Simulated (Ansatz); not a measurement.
Relaxed-ion elastic tensor of BP (rock salt, Fm-3m) in GPa (Voigt order), PBEsol (plane waves, PAW; program Ansatz); density 3.52 g/cm³, 9.86 Å³ per atom.

```
 240   137   137   0.0   0.0   0.0
 137   240   137   0.0   0.0   0.0
 137   137   240   0.0   0.0   0.0
 0.0   0.0   0.0  61.2   0.0   0.0
 0.0   0.0   0.0   0.0  61.2   0.0
 0.0   0.0   0.0   0.0   0.0  61.2
```

### Question
Is the crystal mechanically stable?

### Answer
Yes: the smallest eigenvalue of C is 61.2 GPa.

### Question
Work out the Voigt, Reuss and Hill averages.

### Answer
K_V = 171, K_R = 171, K_H = 171; G_V = 57.3, G_R = 56.9, G_H = 57.1 GPa.

### Question
Give Young's modulus, Poisson's ratio, Pugh's ratio and the universal anisotropy index.

### Answer
E = 9KG/(3K + G) = 154 GPa; ν = 0.35; K/G = 3.00 (ductile by the Pugh limit of 1.75); A_U = 5G_V/G_R + K_V/K_R − 6 = 0.04.

### Question
Estimate the sound speeds and the Debye temperature.

### Answer
v_l = √((K + 4G/3)/ρ) = 8390 m/s, v_t = √(G/ρ) = 4030 m/s, mean 4530 m/s; Θ = (h/k)(3n/4πV)^(1/3) v_m = 629 K.

### Question
Give the Zener ratio and Young's modulus along [100], [110] and [111].

### Answer
A = 2C44/(C11 − C12) = 1.19; 1/E = S11 − 2(S11 − S12 − S44/2)Γ with Γ = 0, 1/4, 1/3 gives 141, 157, 164 GPa.

### Question
Solve the Christoffel equation for the three sound speeds along [100], [110], [111].

### Answer
Eigenvalues of C_ijkl n_j n_l equal ρv². In km/s, slowest first: [100] 4.17, 4.17, 8.26; [110] 3.83, 4.17, 8.43; [111] 3.94, 3.94, 8.48.

The start of the workflow was typed in or built on a structure type; neither database checked (COD, Materials Project) lists it. It is not the phase usual at ambient conditions (space group No. 216). The cell was relaxed with PBEsol under the symmetry of its start; its stability against distortions is not shown here. Its formation energy is positive at this level, so the cell may be metastable or incomplete. As this level gives no gap, shear constants depend on the k-mesh and smearing (Fermi–Dirac, 0.1 eV here).

Potentials: the earlier of the program's two PAW sets. The files were generated under PBE; for other functionals the program regenerates the frozen cores, and for LDA and PBEsol the local potential too.
